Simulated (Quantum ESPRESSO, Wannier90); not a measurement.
Wannierisation of Ge (diamond)

```xyz
2
Lattice="0.0000 2.8374 2.8374 2.8374 0.0000 2.8374 2.8374 2.8374 0.0000" Properties=species:S:1:pos:R:3 pbc="T T T"
Ge     0.0000     0.0000     0.0000
Ge     1.4187     1.4187     1.4187
```

Cell from Materials Project (mp-32), symmetrised, no further relaxation. This is the element's usual structure. Level: PBEsol, spinors with spin-orbit coupling; pw.x of Quantum ESPRESSO at 63 Ry with PseudoDojo potentials, 8×8×8 k-points, Wannier90. Density: 10×10×10 mesh, cold smearing 0.01 Ry.

A tight-binding model is made by disentanglement and projection with no localisation steps (num_iter = 0), so the 16 orbitals stay atom-like: hydrogen-like Ge: s;p, axes along x, y, z; frozen window up to 3.00 eV relative to the Fermi level. It follows pw.x to 8.1 meV rms for states up to 1.0 eV relative to the Fermi level. Matrix elements depend on this choice of orbitals and windows.

Q: What are the on-site energies relative to the Fermi level, and how fast do the hoppings decay?

A: 
| atom | orbitals | energy (eV) |
|---|---|---|
| Ge1 | s↑ s↓ | -5.91 |
| Ge1 | pz↑ pz↓ px↑ px↓ py↑ py↓ | 1.29 |
| Ge2 | s↑ s↓ | -5.91 |
| Ge2 | pz↑ pz↓ px↑ px↓ py↑ py↓ | 1.29 |

```tsv
distance of the centres (Å)	largest modulus (eV)
2–3	1.5
4–5	0.41
5–6	0.030
6–7	0.13
7–8	0.021
8–9	0.033
9–10	0.024
10–11	0.014
11–12	0.0025
12–13	0.0058
```
